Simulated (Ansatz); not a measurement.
The start is a relaxed GaAs cell with every coordinate shifted by Gaussian noise of σ = 0.3 Å. A full variable-cell relaxation at zero pressure is run with PBE (plane waves to 420 eV, PAW, scalar-relativistic; Ansatz, an electronic-structure program). The first steps use a coarse 7×7×7 k-mesh.

The start:
```yaml
crystal:
  lattice:
    - [0.00000, 2.87289, 2.87289]
    - [2.87289, 0.00000, 2.87289]
    - [2.87289, 2.87289, 0.00000]
  atoms:
    - { symbol: As, position: [0.78743, 0.70461, 0.75510] }
    - { symbol: Ga, position: [0.03086, 0.93888, 0.11528] }
```

```json
{
 "energy_released": "0.42 eV/atom",
 "band_gap_at_the_end": "0.16 eV, direct at Γ (no spin-orbit coupling)",
 "optimiser_moves": "4"
}
```

Final values are on a 10×10×10 k-mesh of the relaxed cell. No spin polarisation in the result.
